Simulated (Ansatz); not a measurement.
Bi$_{2}$Te$_{3}$:
```
Bi2Te3
1.0
    4.43304     0.00000     0.00000
   -2.21652     3.83913     0.00000
    0.00000     0.00000    11.14686
Bi Te
2 3
Direct
  0.33333   0.66667   0.18485
  0.66667   0.33333   0.81515
  0.00000   0.00000   0.00000
  0.33333   0.66667   0.66052
  0.66667   0.33333   0.33948
```

Relaxed with PBE. Special points in fractions of this cell's reciprocal vectors: Γ (0.000, 0.000, 0.000); M (0.500, 0.000, 0.000); K (0.333, 0.333, 0.000); A (0.000, 0.000, 0.500); L (0.500, 0.000, 0.500); H (0.333, 0.333, 0.500).

List the band energies nearest the valence-band maximum at these points for PBE in the plane-wave PAW code Ansatz.

In eV from the valence-band maximum; about four levels below and three above (degenerate sets whole), none deeper than 8.9 eV; points with the same levels are listed once.

| k | below | above |
|---|---|---|
| Γ | -1.08 -1.08 -0.44 -0.44 -0.06 | 0.73 1.38 1.38 |
| M | -2.02 -2.02 -1.33 -0.74 -0.67 | 1.23 2.22 2.56 |
| K | -2.14 -2.14 -1.08 -0.84 -0.84 | 1.52 2.68 2.68 |
| A | -0.99 -0.99 -0.50 -0.50 -0.32 | 0.89 1.41 1.41 |
| L | -1.71 -1.21 -0.65 -0.59 | 1.30 1.93 1.96 |
| H | -2.57 -2.57 -1.34 -0.29 -0.29 | 2.10 2.10 2.10 |

Space group P-3m1 (La2O3 or Ni2Al3 type). A made-up cell: these elements were put on the sites of a structure type; neither database checked (COD, Materials Project) lists it. It is not the phase usual at ambient conditions (space group No. 166). The cell was relaxed with PBE under the symmetry of its start; whether a distortion lowers the energy is not shown. Spin–orbit coupling is left out wherever it is not named.

Potentials: the later of the program's two PAW sets.
